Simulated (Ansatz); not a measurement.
SiC (4H polytype), relaxed with HSE06 (Ansatz, a quantum-chemistry and plane-wave program, plane waves, PAW): a = b = 3.0729 Å, c = 10.0565 Å, α = β = 90.00°, γ = 120.00°.

gap (eV): 3.15
B₀ by P(V) fit (GPa): 233

Problem. The same phase is relaxed and computed with LDA in the same code. What are the cell and these values now?

Solution. a = 3.0584 Å, b = 3.0584 Å, c = 10.0120 Å, α = 90.00°, β = 90.00°, γ = 120.00°.

gap (eV): 2.18
B₀ by P(V) fit (GPa): 230

All cells were relaxed under the symmetry of their starts (and spin orders); stability against distortions was not tested throughout.

Potentials: the later of the program's two PAW sets.

Ansatz is a plane-wave DFT program.
